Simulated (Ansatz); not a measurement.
Li₃Pb in space group Fm-3m (No. 225; Pb on 4a, Li on 4b, Li on 8c) under volume change, the program Ansatz at the r²SCAN level (PAW), scaled uniformly.

| V (Å³/atom) | E − E(relaxed) (meV/atom) | P (GPa) |
|---|---|---|
| 16.870 | 14.8 | 3.08 |
| 17.426 | 6.2 | 1.89 |
| 17.982 | 1.5 | 0.87 |
| 18.538 | 0.0 | -0.01 |
| 19.094 | 1.4 | -0.77 |
| 19.650 | 5.2 | -1.42 |
| 20.206 | 11.1 | -1.98 |

Problem. What does a third-order Birch–Murnaghan fit give for V₀, B₀ and B′?

Solution. V₀ = 18.53 Å³/atom, B₀ = 27.2 GPa, B′ = 3.9.

The workflow started from an entry of the Crystallography Open Database (COD). Its standing as an ambient phase is unchecked. The r²SCAN relaxation kept the symmetry of its start; its stability against distortions is not shown here. Spin–orbit coupling is left out wherever it is not named.

Potentials: the later of the program's two PAW sets.
